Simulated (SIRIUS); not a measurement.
Worked example: self-consistent single point of GeRh (Pnma, 8 atoms in the cell; from Materials Project mp-22239, changed as shown) in SIRIUS.

All values come from this method and carry its errors: LDA (PW92), GBRV LDA ultrasoft pseudopotentials (plane waves; SIRIUS).

The change in words: lattice scaled by 1.02. Reference geometry (Pnma):
```yaml
crystal:
  lattice:
    - [5.67270, 0.00000, 0.00000]
    - [0.00000, 3.29391, 0.00000]
    - [0.00000, 0.00000, 6.45750]
  atoms:
    - { symbol: Ge, position: [0.80826, 0.75000, 0.43643] }
    - { symbol: Ge, position: [0.19174, 0.25000, 0.56357] }
    - { symbol: Ge, position: [0.69174, 0.25000, 0.93643] }
    - { symbol: Ge, position: [0.30826, 0.75000, 0.06357] }
    - { symbol: Rh, position: [0.99544, 0.75000, 0.79662] }
    - { symbol: Rh, position: [0.00456, 0.25000, 0.20338] }
    - { symbol: Rh, position: [0.50456, 0.25000, 0.29662] }
    - { symbol: Rh, position: [0.49544, 0.75000, 0.70338] }
```

Reference input (self-consistent single point, DFT, LDA (PW92), plane waves, GBRV LDA ultrasoft pseudopotentials): parameters.ngridk = 4 6 4; parameters.xc_functionals = [XC_LDA_X, XC_LDA_C_PW]; parameters.gk_cutoff = 6.325 1/bohr; parameters.pw_cutoff = 14.143 1/bohr; parameters.smearing = fermi_dirac; parameters.smearing_width = 0.00367493 Ha; potentials = GBRV LDA ultrasoft pseudopotentials; parameters.electronic_structure_method = pseudopotential; parameters.num_bands = 70; parameters.num_mag_dims = 0; parameters.num_dft_iter = 100; parameters.energy_tol = 1e-07 Ha. This run's input differs from it in these lines:

```diff
@@ -32,5 +32,5 @@
     "lattice_vectors": [
-      [10.7198493872, 0.0, 0.0],
-      [0.0, 6.2245877792, 0.0],
-      [0.0, 0.0, 12.2029064498]
+      [10.9342463749, 0.0, 0.0],
+      [0.0, 6.3490791568, 0.0],
+      [0.0, 0.0, 12.4469645788]
     ],
```

Output (repeated stretches shortened):

```
[find] density tolerance         : 1e-06
[find] total energy tolerance    : 1e-07
[find] iter_solver_tol (initial) : 0.01
[find] iter_solver_tol (target)  : 1e-13
[find] num_dft_iter              : 100
Charges and magnetic moments
--------------------------------------------------------------------------------
total charge          : 116.000000
[find] | SCF iteration   0 out of 100|
[diagonalize] iterative solver tolerance (occupied, empty): 0.01 0.01
[diagonalize] average number of iterations: 2
[find] Charges and magnetic moments
[find] total charge          : 116.000000
[find] Energy
   [... lines left out ...]

[find] Charges and magnetic moments
[find] total charge          : 116.000000
[find] Energy
[find] smearing (-TS)                 :      -0.00531306
[find] Total energy                   :    -769.05834993 (Ha),   -1538.11669987 (Ry)
[find] Free energy (E-TS)             :    -769.06366299 (Ha),   -1538.12732598 (Ry)
[find] band gap (eV)                  :       0.00000000
[find] Efermi                         :       0.54289159
[find] iteration : 15, RMS (target) : 6.6439e-07 (1.0000e-06) , energy difference (target) : 5.5549e-09 (1.0000e-07)
[find] bands are converged : true
[find] iterative solver converged : false
[find] converged after 16 SCF iterations!
[find] Charges and magnetic moments
[find] total charge          : 116.000000
[find] Energy
[find] smearing (-TS)                 :      -0.00531306
[find] Total energy                   :    -769.05834993 (Ha),   -1538.11669987 (Ry)
[find] Free energy (E-TS)             :    -769.06366299 (Ha),   -1538.12732598 (Ry)
[find] band gap (eV)                  :       0.00000000
[find] Efermi                         :       0.54289159
[ground_state] === stress tensor components [kbar] ===
[ground_state] === stress_total ===
[ground_state]   183.183482    0.000000    0.000000
[ground_state]     0.000000  143.198659    0.000000
[ground_state]     0.000000    0.000000  180.010272
[ground_state] ==== total Forces in Ha/bohr =====
   [... lines left out ...]
[ground_state] atom:    3, force:      -0.0045948      0.0000000      0.0028807
[ground_state] atom:    4, force:       0.0015233      0.0000000     -0.0028920
[ground_state] atom:    5, force:      -0.0015233      0.0000000      0.0028920
[ground_state] atom:    6, force:      -0.0015233      0.0000000     -0.0028920
[ground_state] atom:    7, force:       0.0015233     -0.0000000      0.0028920
```

The run converged in 16 iterations. SIRIUS prints the stress tensor with tension positive. Against the reference run the free energy rises by 67.8 meV/atom, the pressure goes from -8.00 to -16.88 GPa and the largest force goes from 0.178 to 0.279 eV/Å.

The structure comes from a collection of computed structures, made at another level of theory; the collection holds predicted forms beside known ones. No clean gap shows at this smearing width and mesh (spacing up to 0.31 Å⁻¹); the mesh is coarse for partly filled bands, so the values carry mesh errors.

Cost on one core: roughly 4 core-minutes.
